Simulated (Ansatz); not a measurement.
## Elastic constants of PIr2 (Fm-3m) under pressure

```xyz
3
Lattice="0.0000 2.7666 2.7666 2.7666 0.0000 2.7666 2.7666 2.7666 0.0000" Properties=species:S:1:pos:R:3 pbc="T T T"
P     0.0000    0.0000    0.0000
Ir    1.3833    1.3833    1.3833
Ir    4.1498    4.1498    4.1498
```

This is the zero-pressure cell. At each pressure cell and atoms are relaxed in this structure, and the constants are slopes of the stress at strains of ±0.005 with relaxed ions (the coefficients that govern stability under load). Level: PBEsol, PAW on Ansatz 0.2.0's default frozen-core files (fitted under PBE), scalar-relativistic; k mesh 14×14×14, strains of ±0.005, Fermi-Dirac smearing of 0.100 eV, cutoff 420 eV. P is the pressure of the relaxed cell, less that of this one.

```
P (GPa)    V/V₀  C11 (GPa)  C12 (GPa)  C44 (GPa)
   0.00  1.0000      628.0      143.1       52.6
   1.00  0.9968      636.3      146.3       53.6
   1.99  0.9936      644.6      149.4       54.5
   3.96  0.9875      660.9      155.6       56.3
   7.01       ?          ?          ?          ?
  10.01  0.9700      709.7      174.2       61.6
  14.99  0.9568      749.1      189.4       65.6
```

Question: Does the bulk modulus from the constants agree with the pressure-volume curve?

Answer: A third-order Birch-Murnaghan fit to the volumes shown (F against f, f = [(V₀/V)^(2/3) − 1]/2) gives B₀ = 304.7 GPa and B′ = 4.9. Its −V dP/dV stands beside (C11 + 2C12)/3:

```csv
P (GPa),from P(V),from the constants
0.00,304.7,304.7
1.00,309.5,309.6
1.99,314.4,314.5
3.96,323.9,324.0
10.01,352.7,352.7
14.99,376.1,376.0
```

Question: What are the pressure derivatives at zero pressure?

Answer: Slopes at V₀ of quadratic fits in −ln(V/V₀) through the first four rows shown, divided by B₀: dC11/dP = 8.4, dC12/dP = 3.2, dC44/dP = 1.0. The mean slopes up to 2.0 GPa are 8.4, 3.2, 1.0; curvature and scatter of the constants part the two. The combination (dC11/dP + 2 dC12/dP)/3 = 4.9 stands against B′.

Question: Fill the row at 7.01 GPa.

Answer: Cubic fits in −ln(V/V₀) through all rows shown give C11 = 685.7, C12 = 165.0, C44 = 59.0 GPa. Computed: V/V₀ = 0.9784, C11 (GPa) = 685.7, C12 (GPa) = 165.0, C44 (GPa) = 59.0.

Question: Does a shear stiffness soften?

Answer: C44 goes from 52.6 to 65.6 GPa; (C11 − C12)/2 goes from 242.4 to 279.8 GPa. Neither ends more than 3 % under its start, and the lattice stays mechanically stable over this range.

Known limits: no other phase was computed; many crystals of this kind change structure within this range, and rows or crossings beyond such a change describe a metastable lattice; frozen-core PAW files fitted under PBE, their cores solved anew for the functional of the run; responses of metals move with mesh and smearing; no spin-orbit coupling on heavy atoms; the softest shear constant rests on one k mesh, and a soft shear can herald a distortion on cooling; phonons weren't checked at these pressures.
